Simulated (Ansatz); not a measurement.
## LaGaO3: quadrupole couplings from first principles

```
CELL_PARAMETERS angstrom
3.91346 0.00000 0.00000
0.00000 3.91346 0.00000
0.00000 0.00000 3.91346
ATOMIC_POSITIONS crystal
La 0.50000 0.50000 0.50000
Ga 0.00000 0.00000 0.00000
O 0.00000 0.50000 0.00000
O 0.00000 0.00000 0.50000
O 0.50000 0.00000 0.00000
```

Atom numbers follow the list: La1, Ga2, O3, O4, O5.

The conventional cell has a = 3.913 Å, b = 3.913 Å, c = 3.913 Å, α = 90.00°, β = 90.00°, γ = 90.00°. Around La (atom 1) lie 12 O at 2.77 Å. Ga (atom 2) has 6 O at 1.96 Å as nearest neighbours. O (atom 3) is surrounded by 2 Ga at 1.96 Å.

The cell is the one relaxed in the Materials Project (mp-1097026), not relaxed further here; entries there can be hypothetical.

Levels of theory: DFT, PBEsol, all-electron PAW with datasets made for the crystal, scalar-relativistic (Ansatz 0.2.0); DFT, PBEsol, PAW with Ansatz's default frozen-core files, scalar-relativistic (Ansatz 0.2.0).

For the crystal-made all-electron datasets (AE datasets): a Γ-centred 6×6×6 k mesh, Fermi–Dirac smearing of 0.01 eV, cutoff 600 eV (chosen by the program for this cell), no spin polarisation. PAW takes a cutoff of 420 eV at this cell (files made with PBE, cores remade for this functional). The Ansatz runs share mesh, smearing and spin set-up.

Spin–orbit coupling is left out, which moves gradients at and beside heavy atoms by some per cent and at worst by a factor of two.

Vzz is the principal value of largest size of the traceless field-gradient tensor, in 10²¹ V/m², and η = (Vxx − Vyy)/Vzz with |Vzz| ≥ |Vyy| ≥ |Vxx|.

```csv
site,site symmetry,"Vzz (η), AE datasets","Vzz (η), PAW"
La1,m-3m,0 (under 0.004),0 (under 0.004)
Ga2,m-3m,0 (under 0.004),0 (under 0.004)
O3,4/mm.m,?,?
```

Task: Give the missing entry: row "O3", column "Vzz (η), PAW".

Result: 4.29 (η = 0.00).

Task: What belongs in the row "O3", column "Vzz (η), AE datasets"?

Result: 4.19 (η = 0.00).
